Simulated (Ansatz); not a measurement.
WC: eigenvalues along the path

```
W C
1.0
     2.90050    0.00000    0.00000
    -1.45025    2.51191    0.00000
     0.00000    0.00000    2.85729
W C
1 1
Cartesian
  0.0000 0.0000 0.0000
  1.4503 0.8373 1.4286
```

Atoms are numbered in the order listed.

Structure: COD 2102244, as refined from experiment and not relaxed. The listed cell was then made from it by scaling, straining or moving an atom.

No spin–orbit coupling, which matters for the heavy atoms here.

Level of theory: DFT, PBEsol, all-electron LAPW, scalar-relativistic in Ansatz 0.2.0.

Sampling and basis: a Γ-centred 14×14×13 k mesh, Fermi–Dirac smearing of 0.05 eV, basis error target 0.5 meV/atom, no spin polarisation.

Path points, in fractions of the reciprocal vectors: Γ (0.000, 0.000, 0.000), M (0.500, 0.000, 0.000), K (0.333, 0.333, 0.000), A (0.000, 0.000, 0.500), L (0.500, 0.000, 0.500), H (0.333, 0.333, 0.500). Levels in eV from the Fermi level; bands 21 to 28, counted from the lowest band of the run. The gap is zero.

```
# k(1/Å) point b21 b22 b23 b24 b25 b26 b27 b28
0.000 Γ -14.38 -4.31 -3.24 -3.24 0.03 3.20 3.20 5.59
0.250 - -14.12 -4.25 -3.56 -3.00 -0.67 3.11 3.99 5.07
0.500 - -13.39 -4.93 -3.40 -2.32 -1.85 2.87 4.04 5.03
0.750 - -12.39 -5.93 -3.11 -2.84 -1.43 2.59 3.55 4.70
1.001 - -11.43 -6.68 -3.48 -3.33 -0.66 2.37 4.23 4.58
1.251 M -10.98 -6.99 -3.70 -3.56 -0.36 2.29 4.59 4.98
1.395 - -10.92 -6.96 -3.68 -3.60 -0.35 2.05 4.25 4.92
1.540 - -10.74 -6.87 -3.74 -3.63 -0.24 1.53 3.60 4.59
1.684 - -10.51 -6.74 -4.03 -3.57 0.09 1.00 2.95 4.07
1.828 - -10.30 -6.59 -4.37 -3.53 0.64 0.65 2.42 3.49
1.973 K -10.21 -6.52 -4.53 -3.51 0.52 1.03 2.19 3.16
2.262 - -10.67 -6.58 -3.94 -3.47 0.00 0.92 2.30 4.47
2.550 - -11.83 -6.15 -3.10 -3.07 -1.30 1.78 2.82 5.06
2.839 - -13.09 -5.20 -3.24 -2.17 -2.16 2.59 3.72 4.93
3.128 - -14.03 -4.28 -3.61 -2.92 -0.85 3.06 4.21 4.93
3.417 Γ -14.38 -4.31 -3.24 -3.24 0.03 3.20 3.20 5.59
3.637 - -14.14 -4.46 -3.13 -3.13 0.03 2.46 2.46 6.00
3.857 - -13.46 -5.10 -2.83 -2.83 0.42 1.22 1.22 6.14
4.077 - -12.44 -6.30 -2.41 -2.41 0.19 0.19 1.52 5.60
4.297 - -11.23 -7.72 -2.03 -2.03 -0.42 -0.42 2.86 4.90
4.516 A -10.38 -8.64 -1.90 -1.90 -0.59 -0.59 3.51 4.58
4.767 - -10.46 -8.31 -2.23 -2.12 -1.03 -0.26 3.83 4.57
5.017 - -10.68 -7.47 -2.93 -2.71 -1.69 0.71 4.40 4.80
5.267 - -10.93 -6.69 -3.60 -3.43 -1.61 2.16 4.91 5.44
5.517 - -11.13 -6.44 -4.06 -3.98 -0.51 3.72 5.20 6.23
5.767 L -11.20 -6.43 -4.22 -4.18 0.29 4.49 5.24 6.64
5.912 - -11.17 -6.33 -5.08 -3.34 0.12 4.72 5.24 6.58
6.056 - -11.09 -6.05 -5.90 -2.59 -0.25 4.93 5.61 6.47
6.200 - -10.98 -6.57 -5.71 -2.03 -0.56 4.76 6.40 6.43
6.345 - -10.88 -7.01 -5.44 -1.70 -0.67 4.52 6.41 7.22
6.489 H -10.84 -7.17 -5.35 -1.61 -0.66 4.39 6.43 7.60
6.778 - -10.93 -6.61 -5.58 -1.85 -1.10 4.85 6.10 6.18
7.067 - -10.94 -6.13 -5.28 -2.22 -1.92 3.48 5.01 5.50
7.356 - -10.74 -7.13 -3.70 -2.34 -1.93 1.24 4.56 4.84
7.645 - -10.49 -8.20 -2.39 -2.12 -1.15 -0.14 3.91 4.57
7.933 A -10.38 -8.64 -1.90 -1.90 -0.59 -0.59 3.51 4.58
```
